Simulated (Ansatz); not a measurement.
Given:

GaN:
```
GaN
1.0
   -1.42434     1.42434     2.46570
    1.42434    -1.42434     2.46570
    1.42434     1.42434    -2.46570
Ga N
1 1
Direct
  0.75622   0.75622   0.00000
  0.35878   0.35878   0.00000
```

This is the HSE06-relaxed structure.

All from the program Ansatz at the HSE06 level (PAW), unless another level is named. Predict the gap with spin–orbit coupling.

1.46 eV (at the special points and the edges found without it).

What about the smallest direct gap on the standard path?

3.29 eV.

And the conduction-band minimum?

at X (2 equivalent valleys).

Space group I4mm. The first step of the workflow began from a Materials Project structure, measured or hypothetical; the Crystallography Open Database copy checked does not list it. It is not the phase usual at ambient conditions (space group No. 186, 216). The HSE06 relaxation kept the symmetry of its start; whether a distortion lowers the energy is not shown. The hybrid was solved on a coarse mesh, the path and, where they were found, the r²SCAN edge points; its band edges are the extreme levels among these. Scalar-relativistic: spin–orbit coupling is off unless named, which matters more the heavier the elements.

Potentials: the later of the program's two PAW sets.
